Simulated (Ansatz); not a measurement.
## AlN with an N vacancy: gradients before and after relaxing the atoms

Start: a supercell of AlN (wurtzite type, P6_3mc) built from a structure deposited in the COD (the entry's cell lengths or inner coordinates differ somewhat from later room-temperature determinations), with all atoms left at the host's positions.

Space group P3m1 (No. 156); a = 6.2260, c = 9.9620 Å, γ = 120.00°.

| site | Wyckoff | site symmetry | x | y | z |
| --- | --- | --- | --- | --- | --- |
| Al1 | 1a | 3m. | 0.0000 | 0.0000 | 0.0000 |
| Al2 | 1a | 3m. | 0.0000 | 0.0000 | 0.5000 |
| Al3 | 3d | .m. | 0.0000 | 0.5000 | 0.0000 |
| Al4 | 3d | .m. | 0.0000 | 0.5000 | 0.5000 |
| Al9 | 3d | .m. | 0.1667 | 0.8333 | 0.2500 |
| Al10 | 3d | .m. | 0.1667 | 0.8333 | 0.7500 |
| Al15 | 1c | 3m. | 0.6667 | 0.3333 | 0.2500 |
| Al16 | 1c | 3m. | 0.6667 | 0.3333 | 0.7500 |
| N17 | 1a | 3m. | 0.0000 | 0.0000 | 0.6900 |
| N18 | 3d | .m. | 0.0000 | 0.5000 | 0.1900 |
| N19 | 3d | .m. | 0.0000 | 0.5000 | 0.6900 |
| N24 | 3d | .m. | 0.1667 | 0.8333 | 0.4400 |
| N25 | 3d | .m. | 0.1667 | 0.8333 | 0.9400 |
| N30 | 1c | 3m. | 0.6667 | 0.3333 | 0.4400 |
| N31 | 1c | 3m. | 0.6667 | 0.3333 | 0.9400 |

One atom of each set is listed.

The numbers come from a DFT calculation in Ansatz (PBE, plane waves and PAW, scalar-relativistic, 420 eV cutoff, Γ-centred 4×4×2 k-points, Fermi–Dirac smearing 0.01 eV, cell charge +3).

The largest force at the start is 2.2 eV/Å. Relaxing the ions at fixed cell moves them by 0.589 Å at most (atom 1, Al) and 0.134 Å rms.

```tsv
site	moved (Å)	first shell before	first shell after	V_zz before (10²¹ V/m²)	η before
Al1	0.589	3 N at 1.89 Å	3 N at 1.82 Å	5.63	0.00
Al3	0.037	4 N at 1.89 Å	4 N at 1.86–1.93 Å	0.38	0.41
Al4	0.046	4 N at 1.89 Å	4 N at 1.87–1.93 Å	-0.18	0.39
Al9	0.227	3 N at 1.89 Å	3 N at 1.83–1.84 Å	4.90	0.04
Al10	0.064	4 N at 1.89 Å	4 N at 1.86–1.95 Å	0.62	0.14
N17	0.133	4 Al at 1.89 Å	5 Al at 1.91–2.37 Å	-0.35	0.00
N18	0.013	4 Al at 1.89 Å	4 Al at 1.84–1.93 Å	2.79	0.06
N19	0.006	4 Al at 1.89 Å	4 Al at 1.86–1.89 Å	-0.35	0.69
N24	0.028	4 Al at 1.89 Å	4 Al at 1.83–1.93 Å	2.02	0.09
N25	0.035	4 Al at 1.89 Å	4 Al at 1.82–1.95 Å	2.07	0.11
N31	0.019	4 Al at 1.89 Å	4 Al at 1.86–1.90 Å	-0.16	0.00
```

Problem. How do the gradients change?

Solution. 

| site | V_zz after | η after | change of V_zz |
| --- | --- | --- | --- |
| Al1 | 8.22 | 0.00 | +2.59 |
| Al3 | 1.85 | 0.35 | +1.47 |
| Al4 | -1.28 | 0.63 | -1.10 |
| Al9 | 8.65 | 0.03 | +3.75 |
| Al10 | 1.95 | 0.63 | +1.33 |
| N17 | 1.75 | 0.00 | +2.10 |
| N18 | -1.96 | 0.87 | – |
| N19 | 0.42 | 0.68 | +0.77 |
| N24 | 1.75 | 0.55 | -0.27 |
| N25 | 1.24 | 0.50 | -0.83 |
| N31 | 0.38 | 0.00 | +0.54 |

The largest change of V_zz along a kept axis is on Al9, from 4.90 to 8.65. Small gradients that grow severalfold: Al3 (0.38 to 1.85), N17 (-0.35 to 1.75), Al4 (-0.18 to -1.28). In per cent, |V_zz| changes by +46 to +76 on Al, -40 to -13 on N (all sites that start above 2, bar those whose gradient vanishes or changes sign or whose main axis turns by over 40°). On N25, N24, Al10, N19, Al4 V_xx and V_yy change places (or their axes turn by over 50°), so the two values of η hide a larger change. V_zz changes sign on N19 (same axis), N17 (same axis), N31 (same axis), N30 (same axis) (not all in the table). On N18 the largest principal value lies along another axis in the second run, so the two V_zz can't be compared directly. The table leaves out 4 of the 15 sites, with |V_zz| up to 0.81; their tensors move by 0.78 at most along any direction. The statements above cover all sites. The electronic state changes along with the positions (a gap opens), so the changes aren't those of geometry alone. The host's own positions weren't relaxed first, so part of the change far from the defect can be the host's relaxation.

The defect repeats with the cell of 31 atoms, so it feels its images: sites between two images don't show the values beside a lone defect, and zeros or small values of η there can come from the images' arrangement. Al and N carry a gradient in the pure host already, so the values there aren't the defect's effect alone. A uniform background compensates the cell's charge.
Before: The run isn't spin-polarised, and a state with spin may lie lower. The defect cell has no gap above 0.1 eV on its mesh, so the values can hang on the smearing and the k-mesh. The cell keeps the host's lattice, where the PBE pressure is 12 GPa (in a charged cell this depends on the convention for the mean potential). The neighbours have not yet relaxed around the defect (largest force 2.2 eV/Å), so a real crystal will differ.
After: With a gap of 0.3 eV on this mesh, small gradients can still move by 0.1 × 10²¹ V/m² or more as the k-mesh gets denser. The cell keeps the host's lattice, where the PBE pressure is 15 GPa (in a charged cell this depends on the convention for the mean potential).
